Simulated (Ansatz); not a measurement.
SnO (litharge type, space group P4/nmm)

```
SnO
1.0
    3.83618     0.00000     0.00000
    0.00000     3.83618     0.00000
    0.00000     0.00000     4.75736
Sn O
2 2
Direct
  0.50000   0.00000   0.24343
  0.00000   0.50000   0.75657
  0.00000   0.00000   0.00000
  0.50000   0.50000   0.00000
```

The slice is a (0 -1 1) plane (indices of the conventional cell) through the point (0.000, 0.000, 0.000) (fractional), spanned by u = [100] and v = [011] in vectors of this cell: u (3.84 Å) and v (6.11 Å, at 90° to u). It covers one period; positions are fractions (u, v).

All values below come from PBE-D3(BJ) (plane waves to 420 eV, PAW, scalar-relativistic; Ansatz, a program for electronic structure). k mesh 12×12×10. Near the nuclei the fields are pseudised (PAW); where an atom keeps semicore shells as valence, they peak there. At this level the bands of SnO touch or barely overlap; measurements give the solid a gap. SnO was relaxed with its symmetry unable to fall. The PAW data are Ansatz's earlier set.

Question: Sketch the electron localisation function (ELF) on this plane as a map.

Answer: 
| v \ u | 0.00 | 0.13 | 0.27 | 0.40 | 0.53 | 0.67 | 0.80 | 0.93 |
|---|---|---|---|---|---|---|---|---|
| 0.88 | 0.77 | 0.60 | 0.13 | 0.04 | 0.05 | 0.05 | 0.36 | 0.74 |
| 0.75 | 0.27 | 0.25 | 0.15 | 0.06 | 0.05 | 0.09 | 0.21 | 0.27 |
| 0.62 | 0.31 | 0.40 | 0.42 | 0.11 | 0.05 | 0.28 | 0.43 | 0.34 |
| 0.50 | 0.61 | 0.66 | 0.46 | 0.09 | 0.05 | 0.21 | 0.64 | 0.63 |
| 0.38 | 0.29 | 0.17 | 0.11 | 0.17 | 0.20 | 0.13 | 0.12 | 0.24 |
| 0.25 | 0.05 | 0.07 | 0.19 | 0.26 | 0.27 | 0.23 | 0.12 | 0.05 |
| 0.12 | 0.76 | 0.60 | 0.16 | 0.22 | 0.19 | 0.20 | 0.30 | 0.74 |
| 0.00 | x | 0.80 | 0.44 | 0.13 | 0.15 | 0.16 | 0.77 | x |

Values: electron localisation function (ELF). Points within 0.4 Å of a nucleus are blanked (x), as the pseudised field means little there.
